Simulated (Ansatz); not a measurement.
Al₄C₃:
```
CELL_PARAMETERS angstrom
      1.66857     0.96335     8.31584
     -1.66857     0.96335     8.31584
      0.00000    -1.92670     8.31584
ATOMIC_POSITIONS crystal
  Al 0.86987 0.86987 0.86987
  Al 0.13013 0.13013 0.13013
  Al 0.70652 0.70652 0.70652
  Al 0.29348 0.29348 0.29348
  C  0.78325 0.78325 0.78325
  C  0.21675 0.21675 0.21675
  C  0.00000 0.00000 0.00000
```

Relaxed with r²SCAN.

**Question.** Map the valence electron density (e/Å³), cut off at 0.6 on the plane through (0.870, 0.870, 0.870) spanned by u = [1, 0, 0] and v = [-1, 1, 1] in lattice vectors, from DFT-r²SCAN in the program Ansatz with PAW potentials.

**Answer.** x is the fraction of u, y of v (the angle between them is 38°; rows are the nearest grid lines); atoms in the plane: Al at (0.00, 0.00), Al at (0.52, 0.26), Al at (0.67, 0.84), Al at (0.85, 0.42), C at (0.83, 0.91), C at (0.69, 0.35), C at (0.26, 0.13).
```
y \ x   0.000  0.100  0.175  0.275  0.375  0.450  0.550  0.625  0.725  0.825  0.900   1.00
------  -----  -----  -----  -----  -----  -----  -----  -----  -----  -----  -----  -----
1.00    0.057  0.124  0.094  0.315  0.600  0.518  0.175  0.344  0.600  0.600  0.273  0.057
0.925   0.160  0.095  0.151  0.089  0.228  0.327  0.174  0.107  0.600  0.600  0.600  0.160
0.850   0.389  0.141  0.171  0.093  0.068  0.111  0.176  0.066  0.184  0.600  0.600  0.389
0.775   0.515  0.132  0.102  0.100  0.050  0.046  0.093  0.153  0.059  0.316  0.600  0.515
0.700   0.217  0.130  0.062  0.064  0.058  0.043  0.057  0.118  0.199  0.119  0.158  0.217
0.625   0.068  0.077  0.061  0.042  0.072  0.086  0.075  0.094  0.192  0.168  0.091  0.068
0.550   0.047  0.045  0.064  0.065  0.080  0.181  0.245  0.182  0.113  0.194  0.118  0.047
0.450   0.105  0.055  0.059  0.127  0.130  0.175  0.600  0.600  0.415  0.055  0.111  0.105
0.375   0.229  0.159  0.089  0.104  0.160  0.116  0.455  0.600  0.600  0.231  0.058  0.229
0.300   0.263  0.497  0.344  0.103  0.141  0.068  0.128  0.552  0.600  0.600  0.232  0.263
0.225   0.168  0.600  0.600  0.421  0.094  0.118  0.061  0.151  0.600  0.600  0.382  0.168
0.150   0.141  0.229  0.600  0.600  0.272  0.098  0.207  0.244  0.247  0.439  0.432  0.141
0.0750  0.127  0.093  0.244  0.600  0.600  0.240  0.175  0.478  0.600  0.251  0.121  0.127
0.000   0.057  0.124  0.094  0.315  0.600  0.518  0.175  0.344  0.600  0.600  0.273  0.057
```

The density is the valence pseudo-density with augmentation charge, so density and ELF within about 1 Å of a nucleus are not all-electron values.

Space group R-3m. The workflow started from a Materials Project entry (that database holds measured and hypothetical structures alike); the Crystallography Open Database files this formula in space group No. 166, but the cells were not matched. Whether it is the stable phase at ambient conditions was not checked. The r²SCAN relaxation kept the symmetry of its start; its stability against distortions is not shown here.

Potentials: the later of the program's two PAW sets.
